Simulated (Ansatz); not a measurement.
Relaxed Ti (hcp, Mg type):

```
CELL_PARAMETERS angstrom
      2.93588     0.00000     0.00000
     -1.46794     2.54255     0.00000
      0.00000     0.00000     4.63656
ATOMIC_POSITIONS crystal
  Ti 0.33333 0.66667 0.75000
  Ti 0.66667 0.33333 0.25000
```

These are r2SCAN (plane waves to 500 eV, PAW, scalar-relativistic; Ansatz, a program for electronic structure) values and carry that method's errors. k mesh 15×15×8 (Γ-centred), Fermi-Dirac smearing 0.05 eV. With partly filled bands, energies and forces of such displacements shift with the k mesh and the smearing. Ti is run without spin polarisation. Ti was relaxed with its symmetry unable to fall.

One atom of the cell was then moved (with its periodic images), all else fixed, and the forces (eV/Å) came out as:

```
atom      Fx      Fy     Fz
----  ------  ------  -----
Ti1    0.361   0.015  0.000
Ti2   -0.361  -0.015  0.000
```

With two atoms only their relative shift counts; take Ti1 as fixed.

Task: Which atom was moved, and by which vector (Å)?

Result: Ti2, by (0.22, 0.00, 0.00), 0.22 Å in all.

(A displaced cell: forces are minus the slopes of the energy, force constants its curvatures, and phonons follow from these.)
